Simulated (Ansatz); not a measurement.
## CsCl-type GdRe

Method: PBE with spin–orbit coupling; two-component spinors; PAW, 420 eV, 10×10×10 k-mesh, Gaussian smearing of 0.05 eV; code Ansatz. The datasets are Ansatz's generated set soft_2.

```
Gd Re
1.0
     3.45990    0.00000    0.00000
     0.00000    3.45990    0.00000
     0.00000    0.00000    3.45990
Gd Re
1 1
Cartesian
  0.0000 0.0000 0.0000
  1.7300 1.7300 1.7300
```

This is a trial structure made by placing the elements on a prototype's sites, so it needn't be the stable form.

Starting moments: Gd 7.0 μB on each such atom, all parallel. Spin axis [001] (Cartesian).

The run ends ferromagnetic, with site spin moments Gd 6.58; Re -0.30 μB.

The pressure at this geometry is 0.3 GPa.

Question: Which orbitals carry the states at the Fermi level, and how many states are there?

Answer: Within 0.1 eV of it: Re 5d 67 %, Gd 5d 21 % (shares among the projected shells; no valence p shell of Re is among them; no valence p shell of Gd is among them). The density of states at the Fermi level is about 3.1 states/eV per cell, averaged over 0.3 eV.

Density of states (tetrahedra, averaged over 0.5 eV; states/eV per cell of 2 atoms; energy in eV from the Fermi level; projections on Löwdin-orthogonalised atomic orbitals, summed over sites):

```
    E  total  Re 5d  Gd 4f j=7/2  Gd 4f j=5/2  Gd 5d  Re 6s
-6.10    0.0    0.0          0.0          0.0    0.0    0.0
-5.60    0.1    0.0          0.0          0.0    0.0    0.0
-5.10    0.1    0.0          0.0          0.0    0.0    0.1
-4.60    0.2    0.0          0.0          0.0    0.0    0.1
-4.10    0.4    0.0          0.0          0.0    0.1    0.2
-3.60    3.7    0.3          0.5          1.9    0.4    0.3
-3.10   10.3    0.6          4.4          4.3    0.5    0.3
-2.60    4.2    0.9          2.2          0.2    0.5    0.2
-2.10    2.9    1.7          0.1          0.1    0.7    0.0
-1.60    2.3    1.5          0.1          0.0    0.6    0.1
-1.10    3.4    2.4          0.1          0.0    0.8    0.0
-0.60    3.5    2.6          0.1          0.1    0.6    0.1
-0.10    3.4    2.3          0.1          0.1    0.6    0.1
 0.40    2.2    1.2          0.1          0.0    0.5    0.1
 0.90    0.9    0.5          0.0          0.0    0.2    0.0
 1.40    0.9    0.2          0.2          0.3    0.1    0.0
 1.90    7.0    0.5          2.6          3.2    0.4    0.0
```

Of the 7.12 f electrons on Gd, 3.38 have j = 5/2 and 3.73 have j = 7/2, a share of 48 % in j = 5/2. Without spin–orbit coupling the share would be 6/14 = 43 %, in the jj limit 84 %, so the shell stands 11 % of the way to jj coupling; exchange, which aligns spins across both levels, holds it back.

Without a U the 4f levels of Gd lie too near the Fermi level, so their share of the states there, and what hangs on it, is overstated. Site moments are of spin, integrated over Gaussian weights of 0.5 Å, which gives about a tenth less on f atoms than spheres do. The moments were started parallel, and the real magnetic order may be another.
